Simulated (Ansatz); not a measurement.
Input and command of a plane-wave DFT calculation in Ansatz:

```yaml
crystal:
  lattice:
    - [-2.3612788221, 2.3612788221, 5.9353254197]
    - [2.3612788221, -2.3612788221, 5.9353254197]
    - [2.3612788221, 2.3612788221, -5.9353254197]
  atoms:
    - { symbol: Ge, position: [0.2066, 0.2066, 0.0] }
    - { symbol: Ge, position: [0.9566, 0.4566, 0.5] }
    - { symbol: Ge, position: [0.5434, 0.0434, 0.5] }
    - { symbol: Ge, position: [0.7934, 0.7934, 0.0] }
    - { symbol: Sb, position: [0.0, 0.0, 0.0] }
    - { symbol: Sb, position: [0.75, 0.25, 0.5] }
basis:
  ecutwfc: 420
kpoints:
  mp_grid: { grid: [6, 6, 6] }
hamiltonian:
  xc: pbe
scf:
  occupations: { method: gaussian, width: 0.1 }
  lower_state_search: "off"
output:
  forces: true
  stress: true
  eigenvalues: true
```

```bash
ansatz run input.yaml --threads 1 --pin off --max-ram 2560MiB --backend cpu --events-out ev --progress --plain --runs-dir out
```

Processor: Arm Neoverse V2, 1 thread, on a host shared with other jobs.

Problem. Estimate time, memory and problem size.

Solution. About 9.6 s on 1 thread of Arm Neoverse V2 (shared host), peak memory 0.45 GiB. It solves 52 bands at 30 k points (the mesh reduced by the symmetry that the task leaves, which can be less than the crystal's) with about 2587 plane waves, in 7 SCF iterations.
